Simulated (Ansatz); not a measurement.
InP (zinc blende)

```yaml
crystal:
  lattice:
    - [0.00000, 2.97990, 2.97990]
    - [2.97990, 0.00000, 2.97990]
    - [2.97990, 2.97990, 0.00000]
  atoms:
    - { symbol: P, position: [0.75000, 0.75000, 0.75000] }
    - { symbol: In, position: [0.00000, 0.00000, 0.00000] }
```

E(V) scan at fixed shape, V₀ the volume above. Symmetry pins the atoms to their sites.

These are PBE (plane waves to 420 eV, PAW, scalar-relativistic; Ansatz, an electronic-structure program) values and carry that method's errors. k mesh 10×10×10 (Γ-centred), Fermi-Dirac smearing 0.05 eV. Energies are smeared free energies. Stress and pressure are positive under compression. InP was relaxed with its symmetry unable to fall. The PAW data are Ansatz's earlier set. ΔE is measured from the relaxed starting cell.

```
V (Å³/atom)  ΔE (meV/atom)
-----------  -------------
22.227            withheld
23.286                90.0
24.344                36.8
25.402                 8.5
26.461                 0.0
27.519                 7.3
28.578                27.1
29.636                56.6
30.695                94.0
```

Question: Fit a third-order Birch-Murnaghan form (E₀, V₀, B₀, B₀′ free) to the given rows and predict ΔE at V = 22.227.

Answer: Least squares on the 8 given rows: ΔE = E₀ + (9V₀B₀/16)·y²·[2 + (B₀′ − 4)y], y = (V₀/V)^(2/3) − 1, with V₀ = 26.460 Å³/atom, B₀ = 59.16 GPa (160.2 GPa = 1 eV/Å³; the term in eV is multiplied by 1000), B₀′ = 4.80, E₀ = 0.06 meV/atom; root-mean-square residual 0.04 meV/atom. At 22.227 the fit gives 175.2 meV/atom; the calculation gives 174.4 meV/atom, so the extrapolation is off by 0.8 (+0.5 %). For the pressure the fit gives 15.7 GPa against the computed 15.5 GPa.

(A scan under strain: stresses follow from slopes of the energy per volume, elastic moduli from its curvatures.)
